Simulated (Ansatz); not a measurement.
Relaxation of a generated cell, NiGe placed in the AFLOW prototype AB_hP12_186_a2b_a2b (B6, as in SiC); 12 atoms in the cell, which starts as P6₃mc (No. 186), hP12; a = b = 3.387 Å, c = 16.621 Å, α = β = 90.00°, γ = 120.00°. Method: r2SCAN (plane waves to 500 eV, PAW, scalar-relativistic; Ansatz, a program for electronic structure). Γ-centred k-mesh 6×6×2 on the run's cell (coarser than for final values), Fermi–Dirac smearing 0.05 eV. This is the first round of the run. Spin-polarised start, with parallel moments on Ni.

The optimiser's lines from the output (shortened; P is positive under compression):

```
relax step   1: F+E_penalty+E_count = -60878.38310836 eV  Δ(F+E_penalty+E_count) = +0.000e0 eV  max|allowed force component| = 2.265e-1 eV/Å  Δτ_max = 0.0000 Å  P = +50.334 GPa  Ω = 165.164 Å³  (22 SCF iters, dr2 threshold 1.00e-7 eV, accepted)
relax step   2: F+E_penalty+E_count = -60883.45961526 eV  Δ(F+E_penalty+E_count) = -5.077e0 eV  max|allowed force component| = 8.259e-2 eV/Å  Δτ_max = 0.0053 Å  P = +18.144 GPa  Ω = 190.305 Å³  (16 SCF iters, dr2 threshold 1.20e-6 eV, accepted)
relax step   3: F+E_penalty+E_count = -60884.70643826 eV  Δ(F+E_penalty+E_count) = -1.247e0 eV  max|allowed force component| = 5.856e-2 eV/Å  Δτ_max = 0.0088 Å  P = +5.324 GPa  Ω = 208.116 Å³  (17 SCF iters, dr2 threshold 1.20e-6 eV, accepted)
relax step   4: F+E_penalty+E_count = -60884.88040921 eV  Δ(F+E_penalty+E_count) = -1.740e-1 eV  max|allowed force component| = 4.476e-2 eV/Å  Δτ_max = 0.0118 Å  P = +0.931 GPa  Ω = 216.630 Å³  (14 SCF iters, dr2 threshold 1.20e-6 eV, accepted)
relax step   5: F+E_penalty+E_count = -60884.96675083 eV  Δ(F+E_penalty+E_count) = -8.634e-2 eV  max|allowed force component| = 7.705e-2 eV/Å  Δτ_max = 0.0330 Å  P = -0.858 GPa  Ω = 219.385 Å³  (13 SCF iters, dr2 threshold 1.20e-6 eV, accepted)
relax step   6: F+E_penalty+E_count = -60885.11487908 eV  Δ(F+E_penalty+E_count) = -1.481e-1 eV  max|allowed force component| = 1.465e-1 eV/Å  Δτ_max = 0.0399 Å  P = -1.662 GPa  Ω = 218.194 Å³  (15 SCF iters, dr2 threshold 1.20e-6 eV, accepted)
relax step   7: F+E_penalty+E_count = -60885.44332142 eV  Δ(F+E_penalty+E_count) = -3.284e-1 eV  max|allowed force component| = 3.402e-1 eV/Å  Δτ_max = 0.0432 Å  P = -2.920 GPa  Ω = 214.415 Å³  (15 SCF iters, dr2 threshold 1.20e-6 eV, accepted)
relax step   8: F+E_penalty+E_count = -60885.80711185 eV  Δ(F+E_penalty+E_count) = -3.638e-1 eV  max|allowed force component| = 3.326e-1 eV/Å  Δτ_max = 0.0452 Å  P = -2.345 GPa  Ω = 202.397 Å³  (15 SCF iters, dr2 threshold 1.20e-6 eV, accepted)
relax step   9: F+E_penalty+E_count = -60886.18462839 eV  Δ(F+E_penalty+E_count) = -3.775e-1 eV  max|allowed force component| = 1.059e-1 eV/Å  Δτ_max = 0.0311 Å  P = -0.316 GPa  Ω = 187.951 Å³  (15 SCF iters, dr2 threshold 1.20e-6 eV, accepted)
relax step  10: F+E_penalty+E_count = -60886.38664252 eV  Δ(F+E_penalty+E_count) = -2.020e-1 eV  max|allowed force component| = 7.906e-2 eV/Å  Δτ_max = 0.0415 Å  P = -1.834 GPa  Ω = 175.841 Å³  (29 SCF iters, dr2 threshold 1.20e-6 eV, accepted)
relax step  11: F+E_penalty+E_count = -60886.23596341 eV  Δ(F+E_penalty+E_count) = +1.507e-1 eV  max|allowed force component| = 2.702e-1 eV/Å  Δτ_max = 0.0318 Å  P = +3.573 GPa  Ω = 160.867 Å³  (14 SCF iters, dr2 threshold 1.20e-6 eV, rejected (line search))
relax step  12: F+E_penalty+E_count = -60886.40228303 eV  Δ(F+E_penalty+E_count) = -1.564e-2 eV  max|allowed force component| = 1.138e-1 eV/Å  Δτ_max = 0.0134 Å  P = +0.964 GPa  Ω = 172.195 Å³  (34 SCF iters, accepted)
relax step  13: F+E_penalty+E_count = -60886.41637462 eV  Δ(F+E_penalty+E_count) = -1.409e-2 eV  max|allowed force component| = 9.954e-3 eV/Å  Δτ_max = 0.0109 Å  P = +0.187 GPa  Ω = 170.020 Å³  (19 SCF iters, dr2 threshold 1.20e-6 eV, accepted)
relax step  14: F+E_penalty+E_count = -60886.41739982 eV  Δ(F+E_penalty+E_count) = -1.025e-3 eV  max|allowed force component| = 1.462e-2 eV/Å  Δτ_max = 0.0033 Å  P = -0.076 GPa  Ω = 171.278 Å³  (16 SCF iters, dr2 threshold 3.97e-7 eV, accepted)
relax step  15: F+E_penalty+E_count = -60886.41758569 eV  Δ(F+E_penalty+E_count) = -1.859e-4 eV  max|allowed force component| = 6.793e-3 eV/Å  Δτ_max = 0.0010 Å  P = -0.007 GPa  Ω = 171.100 Å³  (14 SCF iters, dr2 threshold 3.86e-8 eV, accepted)
relax step  16: F+E_penalty+E_count = -60887.15762275 eV  Δ(F+E_penalty+E_count) = -7.400e-1 eV  max|allowed force component| = 7.732e-2 eV/Å  Δτ_max = 0.0000 Å  P = +5.142 GPa  Ω = 171.100 Å³  stress off target by 1.48e1 GPa  SCF on the basis re-selected at this cell (its energy is not comparable with the rows above)  (21 SCF iters)
relax step  17: F+E_penalty+E_count = -60887.48361111 eV  Δ(F+E_penalty+E_count) = -3.260e-1 eV  max|allowed force component| = 2.320e-2 eV/Å  Δτ_max = 0.0110 Å  P = +2.373 GPa  Ω = 170.169 Å³  (16 SCF iters, dr2 threshold 1.20e-6 eV, accepted)
relax step  18: F+E_penalty+E_count = -60887.54875926 eV  Δ(F+E_penalty+E_count) = -6.515e-2 eV  max|allowed force component| = 1.171e-1 eV/Å  Δτ_max = 0.0150 Å  P = +1.249 GPa  Ω = 167.407 Å³  (19 SCF iters, dr2 threshold 1.20e-6 eV, accepted)
relax step  19: F+E_penalty+E_count = -60887.55354974 eV  Δ(F+E_penalty+E_count) = -4.790e-3 eV  max|allowed force component| = 9.815e-2 eV/Å  Δτ_max = 0.0133 Å  P = -1.748 GPa  Ω = 173.182 Å³  (16 SCF iters, dr2 threshold 1.20e-6 eV, accepted)
relax step  20: F+E_penalty+E_count = -60887.57364165 eV  Δ(F+E_penalty+E_count) = -2.009e-2 eV  max|allowed force component| = 4.178e-3 eV/Å  Δτ_max = 0.0056 Å  P = +0.101 GPa  Ω = 170.221 Å³  (15 SCF iters, dr2 threshold 1.20e-6 eV, accepted)
relax step  21: F+E_penalty+E_count = -60887.57352724 eV  Δ(F+E_penalty+E_count) = +1.144e-4 eV  max|allowed force component| = 1.077e-2 eV/Å  Δτ_max = 0.0005 Å  P = -0.033 GPa  Ω = 170.468 Å³  (11 SCF iters, dr2 threshold 4.95e-8 eV, accepted)
relax step  22: F+E_penalty+E_count = -60887.57357474 eV  Δ(F+E_penalty+E_count) = -4.751e-5 eV  max|allowed force component| = 8.786e-4 eV/Å  Δτ_max = 0.0004 Å  P = -0.000 GPa  Ω = 170.437 Å³  (11 SCF iters, dr2 threshold 7.25e-9 eV, accepted)
relax step  23: F+E_penalty+E_count = -60887.57478792 eV  Δ(F+E_penalty+E_count) = -1.213e-3 eV  max|allowed force component| = 7.384e-4 eV/Å  Δτ_max = 0.0000 Å  P = -0.006 GPa  Ω = 170.437 Å³  stress off target by 2.88e-2 GPa  SCF on the basis re-selected at this cell (its energy is not comparable with the rows above)  (15 SCF iters)
relax step  24: F+E_penalty+E_count = -60887.57482449 eV  Δ(F+E_penalty+E_count) = -3.657e-5 eV  max|allowed force component| = 2.330e-4 eV/Å  Δτ_max = 0.0001 Å  P = +0.001 GPa  Ω = 170.401 Å³  (11 SCF iters, dr2 threshold 2.07e-9 eV, accepted)
relax step  25: F+E_penalty+E_count = -60887.57480820 eV  Δ(F+E_penalty+E_count) = +1.629e-5 eV  max|allowed force component| = 2.306e-4 eV/Å  Δτ_max = 0.0000 Å  P = +0.001 GPa  Ω = 170.401 Å³  stress off target by 8.33e-4 GPa  SCF on the basis re-selected at this cell (its energy is not comparable with the rows above)  (17 SCF iters)
```

From the first to the last row the energy changes by -0.77 eV/atom and the volume by +3.2 %. The last row is marked as not comparable with the walk above it, whose basis was carried along; it does compare with step 1, since both stand on a basis selected at the nominal cutoff for their own cell.

Energy and pressure jump between steps 15 and 16 at one geometry, where the plane-wave basis was selected anew. While the cell walks, the set of plane waves is carried along, so its effective cutoff drifts with the strain; re-selecting it at 500 eV moved the energy by -0.062 eV/atom and the pressure by 5.1 GPa. Only step 1 and rows on a re-selected basis compare with each other.

Step 11 was rejected by the optimiser.

Later rounds, restarted from the end of this one on a renewed k-mesh, logged 12 more steps and released under 0.01 eV/atom more. The final structure after all rounds: P6₃mc (No. 186), hP12; a = b = 2.852 Å, c = 24.268 Å, α = β = 90.00°, γ = 120.00°. Between re-selections the logged energies stand on a plane-wave basis carried along with the cell. No spin polarisation in the result: the starting moments vanished. A magnetic state may lie lower.

The run could not lose the symmetry of its start, so the end can be a saddle point.

The relaxed structure here is a generated cell of NiGe: the first start was made by placing the elements on the sites of a structure type, and the end was not matched to a known phase here, so it may be hypothetical.
